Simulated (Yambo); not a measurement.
Absorption of CaC2 (space group C2/m, No. 12) with and without the electron-hole interaction (Yambo, LDA bands; 6×6×4 mesh, 8 valence and 7 conduction bands, static screening with 54 bands and a 3 Ry block, scissor 2.09 eV, Tamm-Dancoff; field along x). Axes are Cartesian, with cell vectors (Å) (3.58, -1.92, 0.00), (3.58, 1.92, 0.00), (-2.16, 0.00, 7.09).

```
E (eV)  Im ε, BSE  Im ε, independent quasiparticles
------  ---------  --------------------------------
3.10         0.10                              0.07
3.20         0.11                              0.07
3.30         0.12                              0.08
3.40         0.13                              0.08
3.50         0.15                              0.09
3.60         0.17                              0.09
3.70         0.19                              0.10
3.80         0.22                              0.11
3.90         0.26                              0.12
4.00         0.31                              0.13
4.10         0.38                              0.14
4.20         0.49                              0.16
4.30         0.67                              0.18
4.40         0.99                              0.20
4.50         1.56                              0.23
4.60         2.43                              0.27
4.70         3.30                              0.33
4.80         3.50                              0.42
4.90         3.35                              0.56
5.00         3.74                              0.77
5.10         4.15                              1.08
5.20         3.74                              1.49
5.30         3.38                              1.79
5.40         3.15                              2.25
5.50         2.94                              3.13
5.60         3.06                              3.81
5.70         3.74                              3.48
5.80         4.31                              3.20
5.90         4.52                              3.12
6.00         4.42                              3.17
6.10         3.97                              3.80
6.20         3.82                              4.59
6.30         3.83                              5.08
6.40         3.64                              5.02
6.50         3.60                              4.33
6.60         3.82                              3.93
6.70         4.10                              3.92
6.80         4.20                              4.34
6.90         4.11                              4.86
7.00         3.86                              5.29
7.10         3.67                              5.71
7.20         3.39                              5.91
7.30         3.36                              6.28
7.40         3.26                              6.65
7.50         3.07                              6.16
7.60         2.99                              5.46
7.70         2.92                              5.26
7.80         3.01                              5.42
7.90         2.96                              5.15
8.00         2.96                              4.69
8.10         2.84                              4.54
8.20         2.77                              4.62
8.30         2.63                              4.54
8.40         2.41                              4.21
8.50         2.31                              3.88
8.60         2.10                              3.60
8.70         2.05                              3.37
8.80         1.94                              3.24
```

The scissor comes from a G0W0 run whose convergence isn't established. Broadening 0.15 eV. The band window holds all transitions up to 8.9 eV. Fine structure above the onset can come from the mesh.

Geometry of the Materials Project entry, not relaxed at this level; primitive cell a = b = 4.059 Å, c = 7.416 Å, α = β = 104.91°, γ = 56.31°.

The structure is a Materials Project entry; no match was found in the copy of COD used, and its stability was not checked.
